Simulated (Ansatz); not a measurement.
Relaxed-ion elastic tensor of GaP (rock salt, Fm-3m) in GPa (Voigt order), r²SCAN (plane waves, PAW; program Ansatz); density 4.99 g/cm³, 16.77 Å³ per atom.

```
 179  58.2  58.2   0.0   0.0   0.0
58.2   179  58.2   0.0   0.0   0.0
58.2  58.2   179   0.0   0.0   0.0
 0.0   0.0   0.0  31.3   0.0   0.0
 0.0   0.0   0.0   0.0  31.3   0.0
 0.0   0.0   0.0   0.0   0.0  31.3
```

Task: Is the crystal mechanically stable?

Result: Yes: the smallest eigenvalue of C is 31.3 GPa.

Task: Work out the Voigt, Reuss and Hill averages.

Result: K_V = 98.5, K_R = 98.5, K_H = 98.5; G_V = 43.0, G_R = 38.8, G_H = 40.9 GPa.

Task: Give Young's modulus, Poisson's ratio, Pugh's ratio and the universal anisotropy index.

Result: E = 9KG/(3K + G) = 108 GPa; ν = 0.32; K/G = 2.41 (ductile by the Pugh limit of 1.75); A_U = 5G_V/G_R + K_V/K_R − 6 = 0.53.

Task: Estimate the sound speeds and the Debye temperature.

Result: v_l = √((K + 4G/3)/ρ) = 5540 m/s, v_t = √(G/ρ) = 2860 m/s, mean 3210 m/s; Θ = (h/k)(3n/4πV)^(1/3) v_m = 373 K.

Task: Give the Zener ratio and Young's modulus along [100], [110] and [111].

Result: A = 2C44/(C11 − C12) = 0.52; 1/E = S11 − 2(S11 − S12 − S44/2)Γ with Γ = 0, 1/4, 1/3 gives 150, 95.4, 85.0 GPa.

The start of the workflow was typed in or built on a structure type; neither database checked (COD, Materials Project) lists it. It is not the phase usual at ambient conditions (space group No. 216). The cell was relaxed with r²SCAN under the symmetry of its start; its stability against distortions is not shown here. As this level gives no gap, shear constants depend on the k-mesh and smearing (Fermi–Dirac, 0.1 eV here). Scalar-relativistic: spin–orbit coupling is off unless named, which matters more the heavier the elements.

Potentials: the earlier of the program's two PAW sets.
